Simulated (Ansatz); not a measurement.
According to the program Ansatz at the r²SCAN level (PAW), CuI in the hexagonal phase (P6_422; Cu on 3c, I on 3d) relaxes to a = 4.218 Å, c = 9.757 Å. Its formation energy from the elements is -0.079 eV/atom, with no fitted shifts.

The Kohn–Sham gap is 1.13 eV (indirect). The valence maximum lies at A and the conduction minimum at Γ. The electron mass is 0.16 mₑ (isotropic). The hole mass is 0.39, 0.39, 0.64 mₑ (principal values). The magnetic state found is non-magnetic (starting moments vanished).

The bulk modulus is 46.3 GPa. Bader charges are Cu +0.40, I -0.40 e.

The start of the workflow was typed in or built on a structure type; neither database checked (COD, Materials Project) lists it. It is not the phase usual at ambient conditions (space group No. 216). The r²SCAN relaxation kept the symmetry of its start; whether a distortion lowers the energy is not shown. The workflow began spin-polarised and lost its moments. Point labels and valley counts follow the cell and symmetry of the run, lower than the named group. The references are the lowest solids computed at this level, not always the standard phases. Spin–orbit coupling is left out wherever it is not named.

Potentials: the earlier of the program's two PAW sets. The files were generated under PBE; for other functionals the program regenerates the frozen cores, and for LDA and PBEsol the local potential too.
